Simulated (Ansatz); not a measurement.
FO15Zn16:
```xyz
32
Lattice="6.5058 0.0000 0.0000 -3.2529 5.6342 0.0000 0.0000 0.0000 10.5014" Properties=species:S:1:pos:R:3 pbc="T T T"
F      0.0000     0.0000     4.5903
O      0.0000     0.0000     9.8831
O     -1.6177     2.8221     4.5969
O     -1.6241     2.8184     9.8654
O      0.0000     5.6241     4.5969
O      0.0000     5.6315     9.8654
O      1.6177     2.8221     4.5969
O      1.6241     2.8184     9.8654
O      4.8699     0.9445     1.9843
O      4.8834     0.9367     7.2391
O      3.2529     3.7453     1.9843
O      3.2529     3.7608     7.2391
O      1.6358     0.9445     1.9843
O      1.6224     0.9367     7.2391
O      0.0000     3.7561     1.9799
O      0.0000     3.7561     7.2407
Zn     0.0000     0.0000     2.3823
Zn     0.0000     0.0000     7.8970
Zn    -1.6178     2.8221     2.5995
Zn    -1.6166     2.8228     7.8928
Zn     0.0000     5.6242     2.5995
Zn     0.0000     5.6227     7.8928
Zn     1.6178     2.8221     2.5995
Zn     1.6166     2.8228     7.8928
Zn     4.7642     1.0055     5.3019
Zn     4.8669     0.9462    10.4776
Zn     3.2529     3.6232     5.3019
Zn     3.2529     3.7418    10.4776
Zn     1.7416     1.0055     5.3019
Zn     1.6388     0.9462    10.4776
Zn     0.0000     3.7561     5.2691
Zn     0.0000     3.7561    10.4956
```

Relaxed with r²SCAN. Special points in fractions of this cell's reciprocal vectors: Γ (0.000, 0.000, 0.000); M (0.500, 0.000, 0.000); K (0.333, 0.333, 0.000); A (0.000, 0.000, 0.500); L (0.500, 0.000, 0.500); H (0.333, 0.333, 0.500).

### Question
List the band energies nearest the Fermi level at these points for the program Ansatz at the r²SCAN level (PAW).

### Answer
In eV from the Fermi level; about four levels below and three above (degenerate sets whole), none deeper than 8.9 eV; points with the same levels are listed once.

| k | below | above |
|---|---|---|
| Γ | -3.00 -2.80 -2.80 -1.76 | 0.84 0.94 2.46 |
| M | -3.47 -3.29 -3.29 -3.16 | 0.61 0.70 2.12 |
| K | -3.48 -3.43 -3.42 -3.40 | 1.17 1.18 1.35 |
| A | -2.84 -2.84 -0.76 -0.61 | 2.10 2.33 2.61 |
| L | -3.43 -3.39 -3.32 -3.27 | 0.85 0.96 1.20 |
| H | -3.55 -3.52 -3.48 -3.45 | 1.33 1.33 1.56 |

Space group P3m1. The start of the workflow was typed in or built on a structure type; neither database checked (COD, Materials Project) lists it. Whether it is the stable phase at ambient conditions was not checked. The r²SCAN relaxation kept the symmetry of its start; whether a distortion lowers the energy is not shown. With an odd number of electrons in the cell and no spin polarisation, the count alone makes it a metal.

Potentials: the later of the program's two PAW sets.
